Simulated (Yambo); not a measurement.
K$_{2}$NaScF$_{6}$ (space group Fm-3m, No. 225), G0W0@LDA in Yambo with this input:

```
rim_cut
gw0
dyson
el_el_corr
HF_and_locXC
ppa
em1d
RandQpts= 1000000
RandGvec= 1 Ry
EXXRLvcs= 88 Ry
VXCRLvcs= 352 Ry
Chimod= "HARTREE"
% BndsRnXp
 3 | 304 |
%
NGsBlkXp= 8 Ry
% LongDrXp
 1.0 | 1.0 | 1.0 |
%
PPAPntXp= 27.2114 eV
% GbndRnge
 1 | 304 |
%
GTermKind= "BG"
DysSolver= "n"
ExtendOut
```

On a 2×2×2 mesh, with wavefunctions cut at 88 Ry, the gap (Γ → Γ) is 10.451 eV and the valence edge shifts by -2.378 eV.

Problem. What happens with this change: no terminator?

Solution. The gap falls by 0.120 eV, to 10.331 eV; the shift of the valence edge becomes -2.184 eV. Neither run is shown to be the converged limit.

Geometry of the Materials Project entry, not relaxed at this level; primitive cell a = 6.0880 Å, b = 6.0880 Å, c = 6.0880 Å, α = 60.00°, β = 60.00°, γ = 60.00°.

A shift is the quasiparticle energy of the state minus its LDA energy.
